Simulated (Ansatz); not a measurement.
## Data sheet: TiGe2 (DFT)

TiGe2:
```cif
data_Ge16Ti8
_chemical_formula_sum 'Ti8 Ge16'
_space_group_name_H-M_alt 'Fddd :1'
_space_group_IT_number 70
_space_group_name_Hall 'F 2 2 -1d'
_cell_length_a 5.00004
_cell_length_b 8.53339
_cell_length_c 8.71706
_cell_angle_alpha 90.000
_cell_angle_beta 90.000
_cell_angle_gamma 90.000
loop_
_atom_site_label
_atom_site_type_symbol
_atom_site_symmetry_multiplicity
_atom_site_Wyckoff_symbol
_atom_site_fract_x
_atom_site_fract_y
_atom_site_fract_z
_atom_site_occupancy
Ti1 Ti 8 b 0.50000 0.50000 0.50000 1
Ge1 Ge 16 f 0.00000 0.16915 0.00000 1
```
(The calculation used a cell of 6 atoms; values per cell refer to that cell.)

Space group Fddd (No. 70); conventional cell a = 5.0000 Å, b = 8.5334 Å, c = 8.7171 Å, α = 90.00°, β = 90.00°, γ = 90.00°.

Method: DFT-PBEsol in the program Ansatz with PAW potentials. Geometry: relaxed at this level of theory. Other levels are named where they apply.

**Cell and energy**

- Volume per atom: 15.50 Å³
- Density: 6.90 g/cm³
- Formation energy from the elements (no fitted shifts): -50 kJ/mol-atom

**Electronic structure**

- Electronic character: metallic (no gap)
- Density of states at the Fermi level: 0.35 states/eV per atom (mean over ±0.08 eV)
- Gap with spin–orbit coupling: none (metallic)

**Mechanics**

- Bulk modulus (Birch–Murnaghan fit): 123 GPa
- Pressure derivative B′: 4.7

**Phonons**

- Highest zone-centre frequency = 316 cm^-1
- Zone-centre stability = no imaginary mode at Γ

The workflow started from a Materials Project entry (that database holds measured and hypothetical structures alike); the Crystallography Open Database files this formula in space group No. 70, but the cells were not matched. Whether it is the stable phase at ambient conditions was not checked. The cell was relaxed with PBEsol under the symmetry of its start. No spin polarisation was allowed. As this level gives no gap, phonon frequencies hold no LO–TO term and depend on the k-mesh and smearing (Fermi–Dirac, 0.1 eV here). The references are the lowest solids computed at this level, not always the standard phases. Spin–orbit coupling is left out wherever it is not named.

Potentials: the later of the program's two PAW sets.
